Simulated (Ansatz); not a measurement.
## Which element?

Cell vectors (Å):

```
0.0000 1.8773 1.8773
1.8773 0.0000 1.8773
1.8773 1.8773 0.0000
```

| atom | a | b | c |
| --- | --- | --- | --- |
| X | 0.0000 | 0.0000 | 0.0000 |

The calculation used LDA, all-electron LAPW in Ansatz 0.2.0, scalar-relativistic. k mesh 20×20×20, Fermi-Dirac smearing of 0.080 eV.

Harmonic phonons of a crystal by Kohn-Sham DFT at the given cell, standard atomic masses, acoustic sum rule imposed; negative wavenumbers are unstable modes.

```csv
point,q a (r.l.u.),q b (r.l.u.),q c (r.l.u.),branch,phonon wavenumber (cm⁻¹)
0.25/0/0,0.25,0,0,1,103
0.25/0/0,0.25,0,0,3,207.6
L,0.5,0,0,1,146.1
L,0.5,0,0,3,256.2
0.25/0.25/0,0.25,0.25,0,1,141.4
0.25/0.25/0,0.25,0.25,0,3,218.5
0.5/0.25/0,0.5,0.25,0,1,171.6
0.5/0.25/0,0.5,0.25,0,2,183.7
0.5/0.25/0,0.5,0.25,0,3,238.8
-0.25/0.25/0,-0.25,0.25,0,1,147.6
-0.25/0.25/0,-0.25,0.25,0,2,176.8
-0.25/0.25/0,-0.25,0.25,0,3,237.2
X,0.5,0.5,0,1,194.9
X,0.5,0.5,0,3,244.1
W,-0.25,0.5,0.25,1,193.4
W,-0.25,0.5,0.25,2,212.9
```

Problem. All X atoms are one element. Which one was computed?

Solution. Rh; the crystal is Rh (Fm-3m).

Caveats: responses of metals move with mesh and smearing.
